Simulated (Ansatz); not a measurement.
**Structure relaxation, CdSe**

The start is a relaxed CdSe cell deformed by the Cartesian strain tensor (xx, yy, zz, yz, xz, xy) = (0.045, -0.130, 0.017, 0.018, -0.040, -0.030). The cell and all atomic positions are relaxed at zero pressure with PBE (plane waves to 420 eV, PAW, scalar-relativistic; Ansatz, a program for electronic structure). The first steps use a coarse 5×6×1 k-mesh.

Initial structure:
```
CELL_PARAMETERS angstrom
      4.57848    -0.13144    -0.17306
     -2.40307     3.36679     0.15293
     -0.84773     0.37558    21.82649
ATOMIC_POSITIONS crystal
  Cd 0.00000 0.00000 0.99978
  Cd 0.00000 0.00000 0.49978
  Cd 0.66667 0.33333 0.83316
  Cd 0.33333 0.66667 0.33316
  Cd 0.66667 0.33333 0.16654
  Cd 0.33333 0.66667 0.66654
  Se 0.00000 0.00000 0.87462
  Se 0.00000 0.00000 0.37462
  Se 0.66667 0.33333 0.70811
  Se 0.33333 0.66667 0.20811
  Se 0.66667 0.33333 0.04149
  Se 0.33333 0.66667 0.54149
```

Task: What pressure does the first self-consistent step give?

Result: +6.6 GPa (positive: the cell is compressed).

Task: By how much does the energy per atom fall from start to end?

Result: 0.20 eV/atom.

Task: How does the volume per atom move from start to end?

Result: +8.5 %, from 27.41 to 29.74 Å³/atom.

Task: Is the relaxed structure metallic? Give its gap.

Result: 0.51 eV (no spin-orbit coupling).

It ends as:

Space group P6₃mc (No. 186); a = b = 4.382 Å, c = 21.462 Å, α = β = 90.00°, γ = 120.00°

| atom | site | symmetry | x | y | z |
|---|---|---|---|---|---|
| Cd | 2a | 3m. | 0.0000 | 0.0000 | 0.0002 |
| Cd | 2b | 3m. | 0.3333 | 0.6667 | 0.1668 |
| Cd | 2b | 3m. | 0.6667 | 0.3333 | 0.3335 |
| Se | 2a | 3m. | 0.0000 | 0.0000 | 0.1254 |
| Se | 2b | 3m. | 0.3333 | 0.6667 | 0.2919 |
| Se | 2b | 3m. | 0.6667 | 0.3333 | 0.4585 |

Final values are on a 7×7×2 k-mesh of the relaxed cell. No spin polarisation in the result.

The first start was generated by placing the elements on the sites of a structure type. A measured structure of CdSe has the same space group, P6₃mc (No. 186); the sites were not compared with it.
